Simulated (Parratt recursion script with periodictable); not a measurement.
How the EUV peak of a Si/Mo multilayer on Si grows with the number of periods

```
layer, from the top  thickness (Å)  density (g/cm³)  rms roughness of its top face (Å)  δ at 13.5 nm  β at 13.5 nm
-------------------  -------------  ---------------  ---------------------------------  ------------  ------------
Si (in each period)           44.5            2.313                                  3  9.927 × 10⁻⁴      0.001813
Mo (in each period)           29.6           10.026                                  3       0.07476      0.006314
Si (substrate)                   –            2.313                                  3  9.927 × 10⁻⁴      0.001813
```

The refractive index is n = 1 − δ + iβ; the runs take δ and β at each wavelength of the scan. Vacuum lies above.

Densities are inputs, not measurements. They were set from computed cells of the Materials Project: Si from entry mp-149 (Fd-3m, 2.313 g/cm³); Mo from entry mp-129 (Im-3m, 10.026 g/cm³). A layer's crystal structure does not enter its constants, only its composition and density.

Simulated, not measured: EUV and soft X-ray reflectivity, Parratt recursion, Névot-Croce roughness, Henke tables (Parratt recursion script with periodictable 1.7.1).

Light falls at α = 20° from the surface normal. It is p-polarised. The wavelength is scanned from 12.42 to 14.58 nm in 161 evenly spaced points, without smoothing. The peak is the highest scan point; its wavelength and height come from a parabola through R at that point and its two neighbours.

The runs differ in the number of periods N alone.

| N | peak λ (nm) | peak R (%) |
|---|---|---|
| 5 | 13.608 | 7.2 |
| 15 | 13.486 | ? |
| 30 | 13.493 | 58.7 |
| 60 | 13.505 | 64.3 |

Problem. Estimate the peak reflectivity for N = 15, trying the form R = R∞ tanh²(aN + b).

Solution. Take R∞ from the largest stack, 64.3 % at N = 60. For the shown rows under 97 % of it, y = artanh[(R/R∞)^½] is 0.348 at N = 5, 1.891 at N = 30. The line through them has a = 0.0617 and b = 0.039. This form gives tanh²y = 0.998 at N = 60, in keeping with the choice of R∞. At N = 15, y = 0.965 and R = 64.3 × tanh²y = 35.8 %.

The run gave 36.5 %, so the form misses by 0.7 points.
